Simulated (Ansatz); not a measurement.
**HfB (Fm-3m), tetragonal deformation path**

Theory: Ansatz, DFT PBE, scalar-relativistic, plane waves, PAW. Cutoff 420 eV, Γ-centred 20×20×20 k-points, Gaussian smearing of 0.15 eV. Spin–orbit coupling is left out, which can shift energies with elements as heavy as these. No spin polarisation. Energies are free energies at this smearing, counted from the undisturbed cell; pressure is positive in compression.

The undisturbed cell (as given, not relaxed at this level; it stands at 29.8 GPa, and it needn't be the usual structure):

```
Hf B
1.0
     0.00000    2.31000    2.31000
     2.31000    0.00000    2.31000
     2.31000    2.31000    0.00000
Hf B
1 1
Direct
  0.50000 0.50000 0.50000
  0.00000 0.00000 0.00000
```

At fixed volume and fractional coordinates, lengths along (0.000, 0.000, 1.000) are scaled against those across it; ρ is that ratio over its starting value. The cell is metallic on the mesh throughout. At 30 GPa the given cell is far from its own equilibrium, so these figures belong to a strongly strained crystal.

```
    ρ  ΔE (meV/atom) pressure (GPa)
0.707         1579.3            60.2
0.780              ?               ?
0.850          349.8            36.1
0.920           94.8            32.1
1.000            0.0            29.8
1.200          409.7            41.0
1.300          814.9            51.2
1.414              ?               ?
```

Question: Give the withheld values.

Answer: ΔE (meV/atom) at ρ = 0.780: 783.1; pressure (GPa) at ρ = 0.780: 44.2; ΔE (meV/atom) at ρ = 1.414: 1350.0; pressure (GPa) at ρ = 1.414: 64.4.